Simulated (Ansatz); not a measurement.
# Fe: one input, then a changed one

The geometry is COD entry 7204904, unchecked; take it as a test cell. It differs from other determinations.

First run: DFT, PBE, PAW with Ansatz's default frozen-core files, scalar-relativistic (Ansatz 0.2.0).

Command: `ansatz run input.yaml --threads 1 --pin off --max-ram 3072MiB --backend cpu --events-out ev --progress --plain --runs-dir out` The run took about 25 s on 1 thread of a shared machine.

```yaml
crystal:
  lattice:
    - [-1.443, 1.443, 1.443]
    - [1.443, -1.443, 1.443]
    - [1.443, 1.443, -1.443]
  atoms:
    - { symbol: Fe, position: [0.0, 0.0, 0.0], spin: 3.0 }
magnetization:
  spin_polarized: true
kpoints:
  mp_grid: { grid: [16, 16, 16] }
scf:
  occupations: { method: fermi_dirac, width: 0.05 }
hamiltonian:
  xc: pbe
  pseudopotentials: { kind: paw }
output:
  forces: true
  stress: true
  efg: { contact_densities: true }
  write_density: true
  write_potential: true
  elf: true
  volumetric_format: npy
relax:
  f_tol: 0.005
  max_steps: 80
  cell: {}
```

Result: converged; relaxed volume 11.360 Å³/atom; moment 2.18 μB; 41 SCF iterations in all.

The input is then changed:

```diff
@@ -9,7 +9,8 @@
   spin_polarized: true
 kpoints:
-  mp_grid: { grid: [16, 16, 16] }
+  mp_grid: { grid: [13, 13, 13] }
 scf:
   occupations: { method: fermi_dirac, width: 0.05 }
+  convergence: { dr2_threshold: 0.0001 }
 hamiltonian:
   xc: pbe
@@ -19,11 +20,9 @@
   stress: true
   efg: { contact_densities: true }
-  write_density: true
-  write_potential: true
-  elf: true
-  volumetric_format: npy
 relax:
   f_tol: 0.005
   max_steps: 80
   cell: {}
+basis:
+  ecutrho_ratio: 6
```

(1) Predict the outcome of the changed run.

Results:

(1) It converged; energy at zero smearing -0.7 meV/atom from the first run; relaxed volume 11.306 Å³/atom; moment 2.12 μB; 29 SCF iterations in all. Some of these settings are too coarse for converged properties.
